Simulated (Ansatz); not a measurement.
Generalised stacking fault of W (bcc, W type) on the {211} plane. The cell below holds the perfect crystal with the plane normal along z; tilting its third vector by the shift puts one fault into each cell, between planes 1.30 Å apart, at fixed cell height.

```xyz
6
Lattice="2.7570 0.0000 0.0000 0.0000 4.5022 0.0000 0.0000 0.0000 7.7980" Properties=species:S:1:pos:R:3 pbc="T T T"
W      0.0000     0.0000     7.1482
W      1.8380     2.2511     0.6498
W      0.9190     0.0000     1.9495
W      0.0000     2.2511     3.2492
W      1.8380     0.0000     4.5488
W      0.9190     2.2511     5.8485
```

In-plane vectors a = (2.757, 0.000) Å, b = (0.000, 4.502) Å, area 12.41 Å². The shift is s times the vector a (length 2.757 Å), so s = 1 restores the start. The shift is rigid: no atom relaxes. γ = [E(shift) − E(0)] / area.

All values below come from PBE (plane waves to 420 eV, PAW, scalar-relativistic; Ansatz, a quantum-chemistry and plane-wave program). k mesh 14×9×5 (Γ-centred), Fermi-Dirac smearing 0.05 eV. E is the zero-smearing estimate. With partly filled bands, the k mesh leaves noise in γ, roughly 0.02 J/m² as judged from a few cases. Faults lie only 7.8 Å apart, and holding the cell height and the atoms raises γ above its relaxed value. Spin-orbit coupling is left out, though W is heavy. W is run without spin polarisation. W was relaxed with its symmetry unable to fall. γ is measured from zero shift. The last digit holds for this mesh only.

| s | γ (J/m²) |
|---|---|
| 0.000 | 0.00 |
| 0.083 | 0.23 |
| 0.167 | 0.82 |
| 0.250 | withheld |
| 0.333 | 2.02 |
| 0.417 | 2.17 |
| 0.500 | 2.10 |
| 0.583 | 1.96 |
| 0.667 | 1.73 |
| 0.750 | 1.33 |
| 0.833 | 0.75 |
| 0.917 | 0.23 |

Problem. Fit a Fourier form (three harmonics of 1 − cos and sin) to the given rows and predict γ at s = 0.250.

Solution. Least squares on the 11 given rows: γ = (1.063)·[1 − cos(2πs)] + (0.102)·sin(2πs) + (0.188)·[1 − cos(4πs)] + (-0.062)·sin(4πs) + (-0.012)·[1 − cos(6πs)], in J/m²; root-mean-square residual 0.004 J/m². At 0.250 the fit gives 1.53 J/m²; the calculation gives 1.53 J/m², the same to the digits shown. 

(The slope of γ gives the shear force per area between the displaced halves; near zero shift its curvature is an elastic stiffness.)
